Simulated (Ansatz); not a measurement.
ZnO:
```
CELL_PARAMETERS angstrom
      3.27987     0.00000     0.00000
     -1.63993     2.84045     0.00000
      0.00000     0.00000     5.29434
ATOMIC_POSITIONS crystal
  Zn 0.66667 0.33333 0.50065
  Zn 0.33333 0.66667 0.00065
  O  0.66667 0.33333 0.87966
  O  0.33333 0.66667 0.37966
```

Relaxed with PBE. Special points in fractions of this cell's reciprocal vectors: Γ (0.000, 0.000, 0.000); M (0.500, 0.000, 0.000); K (0.333, 0.333, 0.000); A (0.000, 0.000, 0.500); L (0.500, 0.000, 0.500); H (0.333, 0.333, 0.500).

### Question
List the band energies nearest the valence-band maximum at these points for plane-wave PAW PBE (Ansatz code).

### Answer
In eV from the valence-band maximum; about four levels below and three above (degenerate sets whole), none deeper than 8.9 eV; points with the same levels are listed once.

```
k                          below                above
-  -----------------------------  -------------------
Γ    -0.75 -0.75 -0.08 0.00 0.00       0.74 5.11 8.07
M        -2.72 -2.14 -1.23 -0.79       5.63 6.84 7.54
K  -3.47 -3.47 -1.84 -1.84 -1.65       7.49 7.49 7.68
A        -0.37 -0.37 -0.37 -0.37  3.37 3.37 9.92 9.92
L        -1.43 -1.43 -1.32 -1.32  5.66 5.66 8.23 8.23
H        -2.58 -2.58 -1.19 -1.19  7.80 7.80 7.96 7.96
```

Space group P6_3mc (wurtzite). The cell was relaxed with PBE under the symmetry of its start.

Potentials: the earlier of the program's two PAW sets.
